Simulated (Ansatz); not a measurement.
Ti3Al3Cu2 under compression: one row to predict

The structure comes from a proposed guess, relaxed at this level; another structure or a mixture of phases may lie lower.

These are results of Ansatz 0.2.0, DFT PBE, scalar-relativistic, plane waves, PAW, not measurements. Cutoff 420 eV, Γ-centred 12×12×2 mesh (8-atom cell), Gaussian smearing of 0.10 eV, collinear spin.

```
Ti Al Cu
1.0
     2.86148    0.00000    0.00000
     0.00000    2.86148    0.00000
     0.00000    0.00000   14.69581
Ti Al Cu
3 3 2
Direct
  0.00000 0.00000 0.50000
  0.50000 0.50000 0.86474
  0.50000 0.50000 0.13526
  0.00000 0.00000 0.27030
  0.00000 0.00000 0.72970
  0.00000 0.00000 0.00000
  0.50000 0.50000 0.62266
  0.50000 0.50000 0.37734
```

The cell was set to several volumes, with shape and atoms relaxed at each where symmetry leaves them free. Pressure is positive in compression, and energies count from the lowest row. No row has a gap on its mesh.

```csv
row,V (Å³/atom),P (GPa),ΔE (meV/atom),largest moment (μB)
1,13.236,19.68,99.5,0.38
2,13.688,13.56,52.9,0.43
3,14.139,?,?,?
4,14.590,3.85,5.3,0.54
5,15.041,-0.01,0.0,0.56
6,15.492,-3.32,4.8,0.58
7,15.944,-6.16,18.3,0.59
8,16.545,-9.32,47.6,0.61
```

Question: Find B = −V·ΔP/ΔV from rows 4 and 6 and from rows 1 and 2, and from the two its slope B′ and its value B0 at zero pressure.

Answer: Rows 4 and 6 give −(14.590 + 15.492)/2 × (-3.32 − (3.85))/(15.492 − 14.590) = 119.6 GPa at a mean pressure of 0.27 GPa. Rows 1 and 2 give −(13.236 + 13.688)/2 × (13.56 − (19.68))/(13.688 − 13.236) = 182.3 GPa at a mean pressure of 16.62 GPa. So B′ = (182.3 − 119.6)/(16.62 − (0.27)) = 3.83 and B0 = 119.6 − 3.83 × (0.27) = 118.6 GPa. A third-order Birch–Murnaghan fit to all the energies gives B0 = 119.0 GPa and B′ = 4.0.

Question: Estimate the pressure and energy of row 3.

Answer: From row 5, V0 = 15.041 × (1 + (-0.01)/118.6) = 15.040 Å³/atom. Murnaghan's form P = (B0/B′)·[(V0/V)^B′ − 1] gives (118.6/3.83) × [(15.040/14.139)^3.83 − 1] = 8.27 GPa; the computed pressure is 8.34 GPa, so the estimate is off by -0.07 GPa. The work of compression from row 4, with the mean of the two pressures, gives ΔE = 5.3 + (8.27 + 3.85)/2 × (14.590 − 14.139)/160.2 × 1000 = 22.4 meV/atom (1 eV/Å³ = 160.2 GPa); the computed value is 22.3 meV/atom. Its largest moment is 0.49 μB.

Another magnetic order may lie lower. All volumes keep the k mesh of the relaxed cell. A later test with randomly moved atoms came back to the same energy, though modes that don't fit the test's cell weren't probed.
